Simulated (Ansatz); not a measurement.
Starting cell, BN (h-BN type, space group P6_3/mmc):

```xyz
4
Lattice="2.4997 0.0000 0.0000 -1.2499 2.1648 0.0000 0.0000 0.0000 6.5253" Properties=species:S:1:pos:R:3 pbc="T T T"
B      0.0000     1.4432     1.6313
B      1.2499     0.7216     4.8940
N      0.0000     1.4432     4.8940
N      1.2499     0.7216     1.6313
```

In each cell atom 1 (B, nearest neighbour N at 1.443 Å; its periodic images, 2.5 Å or more away, move with it) moves by s·(0.866, -0.500, 0.000) (towards the nearest neighbour), the rest being held.

These are r2SCAN+rVV10 (plane waves to 500 eV, PAW, scalar-relativistic; Ansatz, an electronic-structure program) values and carry that method's errors. k mesh 12×12×4 (Γ-centred), Fermi-Dirac smearing 0.05 eV. E stands for the smeared free energy. Left out: 1 of 11 points, with atoms too close for the PAW data. BN was relaxed with its symmetry unable to fall. The PAW data are Ansatz's earlier set. The zero of ΔE is the undisplaced structure.

Successive frames, forces in eV/Å:

```tsv
frame	ΔE (meV/cell)	F on B1	F on B2	F on N3	F on N4
s = -0.116 Å	250	(3.488, -2.014, 0.000)	(0.000, 0.000, 0.000)	(-0.003, 0.002, 0.000)	(-3.485, 2.012, 0.000)
s = -0.058 Å	67	(1.932, -1.115, 0.000)	(0.000, 0.000, 0.000)	(-0.001, 0.001, 0.000)	(-1.931, 1.115, 0.000)
s = 0.000 Å	0	(0.000, 0.000, 0.000)	(0.000, 0.000, 0.000)	(0.000, 0.000, 0.000)	(0.000, 0.000, 0.000)
s = 0.058 Å	75	(-2.321, 1.340, 0.000)	(0.000, 0.000, 0.000)	(0.000, 0.000, 0.000)	(2.320, -1.340, 0.000)
```

Problem. What are the energy and the forces in the next frame, s = 0.116 Å?

Solution. ΔE (meV/cell) = 321.

```
atom      Fx      Fy     Fz
----  ------  ------  -----
B1    -5.096   2.942  0.000
B2     0.000   0.000  0.000
N3     0.000   0.000  0.000
N4     5.096  -2.942  0.000
```

(A displaced cell: forces are minus the slopes of the energy, force constants its curvatures, and phonons follow from these.)
